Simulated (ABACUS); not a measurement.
## Parameter sweep on Ti (P6_3/mmc, 2 atoms in the cell; from Materials Project mp-46)

```
Ti
1.0
    2.93573     0.00000     0.00000
   -1.46786     2.54242     0.00000
    0.00000     0.00000     4.64086
Ti
2
Direct
  0.33333   0.66667   0.25000
  0.66667   0.33333   0.75000
```

Base run A: PBE, PseudoDojo 0.5 standard norm-conserving PBE (tails mended) pseudopotentials (ABACUS), self-consistent single point.

Its settings: KPT = Gamma 10 10 6 0 0 0; basis_type = pw; ecutwfc = 84 Ry; smearing_method = mp; smearing_sigma = 0.00734986 Ry; potentials = PseudoDojo 0.5 standard norm-conserving PBE (tails mended); symmetry = 1; symmetry_prec = 1e-05; ks_solver = cg; scf_nmax = 100; scf_thr = 1.0e-09 Ry; mixing_type = pulay.

The structure comes from a collection of computed structures, made at another level of theory; the collection holds predicted forms beside known ones. No clean gap shows at this smearing width and mesh (spacing up to 0.25 Å⁻¹); the mesh is coarse for partly filled bands, so the values carry mesh errors.

ΔF is the free energy per atom less that of run A. 

Runs:
- B: lattice scaled by 0.97
- C: lattice scaled by 0.97; ecutwfc: 84 Ry → 50.4 Ry
- D: lattice scaled by 0.985
- E: lattice scaled by 0.985; ecutwfc: 84 Ry → 50.4 Ry
- F: lattice scaled by 1.015
- G: lattice scaled by 1.015; ecutwfc: 84 Ry → 50.4 Ry
- H: lattice scaled by 1.03
- I: lattice scaled by 1.03; ecutwfc: 84 Ry → 50.4 Ry
- J: ecutwfc: 84 Ry → 50.4 Ry

```
run  ΔF (meV/atom)  pressure (GPa)
---  -------------  --------------
A             0.00            0.57
B             58.5           12.58
C            624.9          -18.99
D             15.6            6.07
E            579.8          -24.07
F              9.0           -4.10
G            563.0          -31.59
H             40.2           -8.04
I            594.3          -34.47
J            559.9          -28.23
```

Run F against A: The free energy goes up by 9.0 meV/atom and the pressure goes from 0.57 to -4.10 GPa.

Run B against A: The free energy goes up by 58.5 meV/atom and the pressure goes from 0.57 to 12.58 GPa.

Run I against A: The free energy goes up by 594 meV/atom and the pressure goes from 0.57 to -34.47 GPa.

Small differences between rows can be mesh errors.

At a cut-down plane-wave cutoff the stress holds a Pulay term: a spurious tension from the incomplete basis, which lowers the pressure; energies, forces and gaps of such rows are unconverged too.

“Tails mended”: in these copies of the files the far tail of each local potential was reset to the Coulomb form.
